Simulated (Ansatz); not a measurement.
Se (simple cubic, Pm-3m) at seven volumes, plane-wave PAW r²SCAN (Ansatz code), scaled uniformly. One row is withheld.

```json
[
 {"V (Å³/atom)": "20.275", "P (GPa)": "?"},
 {"V (Å³/atom)": "20.943", "P (GPa)": "5.40"},
 {"V (Å³/atom)": "21.611", "P (GPa)": "2.49"},
 {"V (Å³/atom)": "22.280", "P (GPa)": "0.00"},
 {"V (Å³/atom)": "22.948", "P (GPa)": "-2.14"},
 {"V (Å³/atom)": "23.617", "P (GPa)": "-3.96"},
 {"V (Å³/atom)": "24.285", "P (GPa)": "-5.50"}
]
```

**Question.** Fit the shown pressures and predict the withheld one.

**Answer.** Third-order Birch–Murnaghan: P = (3/2)B₀(x^(7/2) − x^(5/2))[1 + (3/4)(B′ − 4)(x − 1)] with x = (V₀/V)^(2/3). Least squares on the six rows gives V₀ = 22.278 Å³/atom, B₀ = 76.66 GPa, B′ = 4.25. At V = 20.275, x = 1.0648 and P = 8.83 GPa. The run itself gave 8.83 GPa.

The first step of the workflow began from a Materials Project structure, measured or hypothetical; the Crystallography Open Database copy checked does not list it. It is not the phase usual at ambient conditions (space group No. 152). Symmetry was held in the r²SCAN relaxation; whether a distortion lowers the energy is not shown.

Potentials: the earlier of the program's two PAW sets. The files were generated under PBE; for other functionals the program regenerates the frozen cores, and for LDA and PBEsol the local potential too.
